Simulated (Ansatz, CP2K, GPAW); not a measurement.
# One calculation of HfMo, 3 ways

```
Hf Mo
1.0
     2.98429    0.00000    0.00000
    -1.11255    2.76916    0.00000
     0.00000    0.00000    4.44701
Hf Mo
1 1
Direct
  0.00000 0.00000 0.00000
  0.50000 0.50000 0.50000
```

The cell comes from a database or a generator and needn't be the stable form of this composition.

Alike in all runs: task single point; functional PBE; k mesh 10 × 10 × 6; occupations gaussian, width 0.05 eV; no spin polarisation; no spin-orbit coupling. Pressure is positive in compression and, in plane waves, holds the error of the finite cutoff.

```csv
program and potentials,plane-wave cutoff (eV),notes,band gap (eV),pressure (GPa)
"GPAW, GPAW PAW data sets (gpaw-data 1.2.1)",600,-,no gap,0.46
"Ansatz, all-electron LAPW, scalar-relativistic",-,-,no gap,0.14
"CP2K, POTENTIAL_UZH Hf GTH-PBE-q12, Mo GTH-PBE-q14; TZVP-MOLOPT-PBE-GTH basis",-,atomic basis,no gap,0.13
```

None finds a gap. The pressure spans 0.13 (CP2K, POTENTIAL_UZH Hf GTH-PBE-q12, Mo GTH-PBE-q14; TZVP-MOLOPT-PBE-GTH basis) to 0.46 GPa (GPAW, GPAW PAW data sets (gpaw-data 1.2.1)), with all-electron results at 0.14. Rows in atomic bases carry the error of their basis and grid, which can be large.

Differences between rows come from potentials, basis sets and numerical settings, since the functional is the same but for its coding. Runs on potential files found faulty are left out.
